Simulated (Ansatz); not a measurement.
AlN:
```cif
data_Al4N4
_chemical_formula_sum 'Al4 N4'
_space_group_name_H-M_alt 'P63mc'
_space_group_IT_number 186
_space_group_name_Hall 'P 6c -2c'
_cell_length_a 3.12080
_cell_length_b 3.12080
_cell_length_c 10.11172
_cell_angle_alpha 90.000
_cell_angle_beta 90.000
_cell_angle_gamma 120.000
loop_
_atom_site_label
_atom_site_type_symbol
_atom_site_symmetry_multiplicity
_atom_site_Wyckoff_symbol
_atom_site_fract_x
_atom_site_fract_y
_atom_site_fract_z
_atom_site_occupancy
Al1 Al 2 a 0.00000 0.00000 0.00141 1
Al2 Al 2 b 0.33333 0.66667 0.25033 1
N1 N 2 a 0.00000 0.00000 0.31194 1
N2 N 2 b 0.33333 0.66667 0.06195 1
```

Relaxed with PBE.

Q: Tabulate the valence density and the electron localisation function along the shortest Al–N contact (1.90 Å), PBE in the plane-wave PAW code Ansatz.

A: 

| distance from Al (Å) | density (e/Å³) | ELF |
|---|---|---|
| 0.19 | 0.06 | 0.03 |
| 0.29 | 0.07 | 0.01 |
| 0.38 | 0.08 | 0.01 |
| 0.48 | 0.12 | 0.04 |
| 0.57 | 0.19 | 0.23 |
| 0.67 | 0.28 | 0.55 |
| 0.76 | 0.40 | 0.77 |
| 0.86 | 0.52 | 0.84 |
| 0.95 | 0.67 | 0.87 |
| 1.05 | 0.86 | 0.88 |
| 1.14 | 1.12 | 0.88 |
| 1.24 | 1.48 | 0.87 |
| 1.33 | 1.97 | 0.84 |
| 1.43 | 2.58 | 0.77 |
| 1.52 | 3.17 | 0.61 |
| 1.62 | 3.55 | 0.37 |
| 1.71 | 3.65 | 0.15 |

The density is the valence pseudo-density with augmentation charge, so density and ELF within about 1 Å of a nucleus are not all-electron values.

Space group P6_3mc. The cell is a constructed one: a structure type filled with these elements. Its sites differ from those of the usual phase in this space group: another stacking or structure type. The cell was relaxed with PBE under the symmetry of its start; phonons on a q-mesh show no instability.

Potentials: the later of the program's two PAW sets.
